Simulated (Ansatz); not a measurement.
## MnPt3: do energies and stresses tell the same story?

The calculation used Ansatz 0.2.0, DFT r2SCAN, scalar-relativistic, plane waves, PAW.

Settings: cutoff 500 eV, Γ-centred mesh 12×12×12 on the computed 4-atom cell, Gaussian smearing of 0.10 eV; collinear spin from starting moments 4.46 0.21 0.21 0.21 μB.

Relaxed cell: Pm-3m, a = 3.909 Å, b = 3.909 Å, c = 3.909 Å, α = 90.00°, β = 90.00°, γ = 90.00°, 4 atoms in the primitive cell. Whether it is the stable form of this composition wasn't checked.

Energies at zero smearing and pressures from the stress tensor, at volumes with shape and atoms relaxed:
```
V (Å³/atom) E − E(first) (meV/atom) P (GPa)
     14.038                     0.00    16.48
     14.486                   -32.84     7.42
     14.934                   -42.76    -0.02
     15.382                   -33.80    -6.20
     15.830                    -8.99   -11.30
```

Task: Check P = −dE/dV between neighbouring volumes, and get the bulk modulus from the pressures alone.

Result: With 1 eV/Å³ = 160.2 GPa:
```csv
middle V (Å³/atom),−ΔE/ΔV (GPa),mean P (GPa)
14.262,11.744,11.949
14.710,3.549,3.696
15.158,-3.207,-3.111
15.606,-8.872,-8.750
```

The two differ by 0.21 GPa at most. The mean of two end pressures misses the average over a step by about ΔV² P″/12, up to 0.15 GPa here; with that taken off 0.05 GPa remains. The stress is the derivative of the free energy, not of the energy at zero smearing, and with free energies 0.00 GPa remains. The largest site moment goes from 3.94 to 4.16 μB along the series, which bends P(V). Around V = 14.934 Å³/atom, the two neighbours give B = −V ΔP/ΔV = 14.934 × 13.61 / 0.896 = 226.9 GPa, against B0 = 225.9 GPa from the Birch–Murnaghan fit of the energies.

The state reached may not be the lowest one. Spin-orbit coupling is left out, which matters for the bands of heavy elements. Only parallel moments were tried here.

Only this magnetic start was tried.